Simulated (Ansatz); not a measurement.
Property card for Ta2O5

Ta2O5:
```yaml
crystal:
  lattice:
    - [-2.62344, 2.62344, 4.77641]
    - [2.62344, -2.62344, 4.77641]
    - [2.62344, 2.62344, -4.77641]
  atoms:
    - { symbol: Ta, position: [0.19724, 0.19724, 0.00000] }
    - { symbol: Ta, position: [0.80276, 0.80276, 0.00000] }
    - { symbol: O, position: [0.00000, 0.00000, 0.00000] }
    - { symbol: O, position: [0.50000, 0.00000, 0.00000] }
    - { symbol: O, position: [0.00000, 0.00000, 0.50000] }
    - { symbol: O, position: [0.00000, 0.50000, 0.00000] }
    - { symbol: O, position: [0.50000, 0.50000, 0.50000] }
```

Space group I4/mmm (No. 139); conventional cell a = 5.2469 Å, b = 5.2469 Å, c = 9.5528 Å, α = 90.00°, β = 90.00°, γ = 90.00°.

Method: r²SCAN (plane waves, PAW; program Ansatz). Geometry: relaxed at this level of theory. Other levels are named where they apply.

Cell and energy:

```yaml
volume_per_atom: 18.78 Å³
density: 5.58 g/cm³
Formation energy from the elements (no fitted shifts): -2.88 eV/atom
```

Electronic structure:

```yaml
band_gap: 2.15 eV (direct)
valence_band_maximum: at Γ
conduction_band_minimum: at Γ
electron_effective_mass: 0.29, 0.29, 5.4 mₑ (principal values)
Electron effective mass with spin–orbit coupling: 0.31, 0.31, 2.1 mₑ (principal values)
hole_effective_mass: 1.0 along x (mₑ)
Hole effective mass with spin–orbit coupling: 1.0 along x (mₑ)
HSE06 gap on the r²SCAN cell: 3.14 eV
Gap with spin–orbit coupling: 2.07 eV
```

Mechanics:

```yaml
Bulk modulus (Birch–Murnaghan fit): 147 GPa
Pressure derivative B′: 1.7
Elastic constants (relaxed ions, GPa): C11 = 296, C12 = 146, C13 = 119, C33 = 169, C44 = 23.4, C66 = 199
mechanical_stability: stable (all eigenvalues of C positive)
hill_bulk_and_shear_moduli: 161 and 57.1 GPa
Young's modulus: 153 GPa
Poisson's ratio: 0.34
debye_temperature_from_the_elastic_constants: 402 K
```

Dielectric response:

```yaml
Electronic dielectric constant ε∞ (DFPT): 4.14 (xx = yy), 3.06 (zz)
Born charges (a third of the trace): Ta +7.21, O -2.99 to -2.46 e
```

Phonons:

```yaml
Highest zone-centre frequency (without LO–TO term): 1055 cm^-1
zone_centre_stability: unstable, softest mode 186i cm⁻¹
```

Charges:

```yaml
bader_charges: Ta +3.03, O -1.21 to -1.20 e
```

The workflow started from a Materials Project entry (that database holds measured and hypothetical structures alike); the Crystallography Open Database copy checked does not list it. COD files the formula under space group No. 49. Whether it is the stable phase at ambient conditions was not checked. The cell was relaxed with r²SCAN under the symmetry of its start. No spin polarisation was allowed. The references are the lowest solids computed at this level, not always the standard phases (solids in place of the gases). Scalar-relativistic: spin–orbit coupling is off unless named, which matters more the heavier the elements.

Potentials: the later of the program's two PAW sets.
